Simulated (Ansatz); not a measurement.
ZnSe (zinc blende)

```xyz
2
Lattice="0.0000 2.8330 2.8330 2.8330 0.0000 2.8330 2.8330 2.8330 0.0000" Properties=species:S:1:pos:R:3 pbc="T T T"
Se     4.2496     4.2496     4.2496
Zn     0.0000     0.0000     0.0000
```

The slice is a {110} plane (indices of the conventional cell) through the point (0.750, 0.750, 0.750) (fractional), spanned by u = [100] and v = [1 -1 -1] in vectors of this cell: u (4.01 Å) and v (5.67 Å, at 90° to u). It covers one period; positions are fractions (u, v).

The numbers are results of r2SCAN (plane waves to 500 eV, PAW, scalar-relativistic; Ansatz, a first-principles code), not measurements. k mesh 10×10×10. Near the nuclei the fields are pseudised (PAW); where an atom keeps semicore shells as valence, they peak there. The PAW data are Ansatz's earlier set. ZnSe was relaxed with its symmetry unable to fall.

Around which element is the density of the highest valence band (whole band, smooth part) largest on this plane?

Se. Mean over a disc round each atom, of radius 0.45 times the shortest bond: Se 0.153, Zn 0.017 e/Å³.

What is the ELF at the density minimum of the shortest Se–Zn line in this plane (2.45 Å)?

0.4.

What is the valence density on the shortest Se–Zn line in this plane (2.45 Å), at its minimum between the atoms?

0.43 e/Å³.

Sketch the valence electron density on this plane as a map.


```
|9988665544443333333333334444556688|
|7766555544443333333333334444555566|
|5555444444444444555544444444444455|
|4444444444444455666655444444444444|
|3333333333445577888877554433333333|
|3333333333445588999988554433333333|
|2222222233445577888877554433222222|
|1111112222334455666655443322221111|
|0000111122333344555544333322111100|
|0000001111223333333333332211110000|
|0000001111222222222222222211110000|
|0000000011111122222222111111000000|
|0000000000111111111111111100000000|
|0000000000001111111111110000000000|
|0000000000000000000000000000000000|
|1111111100000000000000000000111111|
|2222111111000000000000000011111122|
|3322222211110000000000001111222222|
|3333333322111100000000111122333333|
|4444443333221111000011112233334444|
|5555444433222211111111222233444455|
|7766554444332211111111223344445566|
|9988665544332222111122223344556688|
|9999775544333322222222333344557799|
```
Scale: ten equal steps from -1.90 (start of '0') to 1.81 (end of '9'), in the order '0123456789'. Values: log₁₀ of the valence density in e/Å³. The map has 17 points along u (two characters each, u = 0 at the left) and 24 along v (v = 0 in the bottom row). The scale is logarithmic, as a density can span decades between atoms and voids.
